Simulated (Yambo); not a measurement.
Cs2LiYCl6 (space group Fm-3m, No. 225), G0W0@PBEsol in Yambo with this input:

```
rim_cut
gw0
dyson
el_el_corr
HF_and_locXC
ppa
em1d
RandQpts= 1000000
RandGvec= 1 Ry
EXXRLvcs= 74 Ry
VXCRLvcs= 296 Ry
Chimod= "HARTREE"
% BndsRnXp
 3 | 418 |
%
NGsBlkXp= 7 Ry
% LongDrXp
 1.0 | 1.0 | 1.0 |
%
PPAPntXp= 27.2114 eV
% GbndRnge
 1 | 418 |
%
GTermKind= "BG"
DysSolver= "n"
ExtendOut
```

On a 2×2×2 mesh, with wavefunctions cut at 74 Ry, the gap (Γ → Γ) is 7.979 eV and the valence edge shifts by -1.748 eV.

**Question.** What happens with this change: 149 bands in G?

**Answer.** The gap rises by 0.043 eV, to 8.022 eV; the shift of the valence edge becomes -1.674 eV. Neither run is shown to be the converged limit.

Geometry of the Materials Project entry, not relaxed at this level; primitive cell a = b = c = 7.5149 Å, α = β = γ = 60.00°.

A shift is the quasiparticle energy of the state minus its PBEsol energy.
